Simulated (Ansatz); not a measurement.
Relaxed-ion elastic tensor of SiNi in space group Pnma (No. 62; Si on 4c, Ni on 4c) in GPa (Voigt order), the program Ansatz at the PBEsol level (PAW); density 6.10 g/cm³, 11.80 Å³ per atom.

```csv
,1,2,3,4,5,6
1,293,180,104,0.0,0.0,0.0
2,180,246,160,0.0,0.0,0.0
3,104,160,243,0.0,0.0,0.0
4,0.0,0.0,0.0,116,0.0,0.0
5,0.0,0.0,0.0,0.0,143,0.0
6,0.0,0.0,0.0,0.0,0.0,141
```

Task: Is the crystal mechanically stable?

Result: Yes: the smallest eigenvalue of C is 59.8 GPa.

Task: Work out the Voigt, Reuss and Hill averages.

Result: K_V = 186, K_R = 181, K_H = 183; G_V = 102, G_R = 73.1, G_H = 87.8 GPa.

Task: Give Young's modulus, Poisson's ratio, Pugh's ratio and the universal anisotropy index.

Result: E = 9KG/(3K + G) = 227 GPa; ν = 0.29; K/G = 2.09 (ductile by the Pugh limit of 1.75); A_U = 5G_V/G_R + K_V/K_R − 6 = 2.03.

Task: Estimate the sound speeds and the Debye temperature.

Result: v_l = √((K + 4G/3)/ρ) = 7020 m/s, v_t = √(G/ρ) = 3790 m/s, mean 4230 m/s; Θ = (h/k)(3n/4πV)^(1/3) v_m = 553 K.

Task: Solve the Christoffel equation for the three sound speeds along x, y, z.

Result: Eigenvalues of C_ijkl n_j n_l equal ρv². In km/s, slowest first: x 4.81, 4.84, 6.93; y 4.36, 4.81, 6.35; z 4.36, 4.84, 6.31.

Task: How much does each axis shrink under pressure?

Result: Linear compressibilities β_i = Σ_j S_ij (j = 1 to 3): x 1.9, y 0.92, z 2.7 per TPa.

The cell was relaxed with PBEsol under the symmetry of its start. The run is not spin-polarised. As this level gives no gap, shear constants depend on the k-mesh and smearing (Fermi–Dirac, 0.1 eV here). On the denser mesh and wider smearing of the elastic run this cell carries a stress of 0.5 GPa.

Potentials: the earlier of the program's two PAW sets. The files were generated under PBE; for other functionals the program regenerates the frozen cores, and for LDA and PBEsol the local potential too.
